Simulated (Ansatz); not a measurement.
SrSi2 (space group P4_332)

```
CELL_PARAMETERS angstrom
      6.49076     0.00000     0.00000
      0.00000     6.49076     0.00000
      0.00000     0.00000     6.49076
ATOMIC_POSITIONS crystal
  Sr 0.62500 0.37500 0.87500
  Sr 0.37500 0.87500 0.62500
  Sr 0.87500 0.62500 0.37500
  Sr 0.12500 0.12500 0.12500
  Si 0.82696 0.82696 0.82696
  Si 0.92304 0.07696 0.57696
  Si 0.67304 0.17304 0.32696
  Si 0.57696 0.92304 0.07696
  Si 0.32696 0.67304 0.17304
  Si 0.42304 0.42304 0.42304
  Si 0.17304 0.32696 0.67304
  Si 0.07696 0.57696 0.92304
```

The volume is varied about the relaxed value V₀ at fixed cell shape. The atoms relax within the cell's symmetry.

These are PBEsol (plane waves to 420 eV, PAW, scalar-relativistic; Ansatz, a program for electronic structure) values and carry that method's errors. k mesh 6×6×6 (Γ-centred), Fermi-Dirac smearing 0.05 eV. E stands for the smeared free energy. Stress and pressure are positive under compression. At this level the bands of SrSi2 touch or barely overlap. SrSi2 was relaxed with its symmetry unable to fall. ΔE is measured from the relaxed starting cell. The last digit holds for this mesh only.

```
V (Å³/atom)  ΔE (meV/atom)
-----------  -------------
20.509                53.5
21.079            withheld
21.649                12.2
22.218                 2.9
22.788                 0.0
23.358                 2.7
23.927                10.2
24.497                22.0
25.067                37.6
```

### Question
Fit a third-order Birch-Murnaghan form (E₀, V₀, B₀, B₀′ free) to the given rows and predict ΔE at V = 21.079.

### Answer
Least squares on the 8 given rows: ΔE = E₀ + (9V₀B₀/16)·y²·[2 + (B₀′ − 4)y], y = (V₀/V)^(2/3) − 1, with V₀ = 22.789 Å³/atom, B₀ = 62.49 GPa (160.2 GPa = 1 eV/Å³; the term in eV is multiplied by 1000), B₀′ = 4.26, E₀ = 0.01 meV/atom; root-mean-square residual 0.02 meV/atom. At 21.079 the fit gives 28.7 meV/atom; the calculation gives 28.7 meV/atom, the same to the digits shown. For the pressure the fit gives 5.8 GPa against the computed 5.8 GPa.

(A scan under strain: stresses follow from slopes of the energy per volume, elastic moduli from its curvatures.)
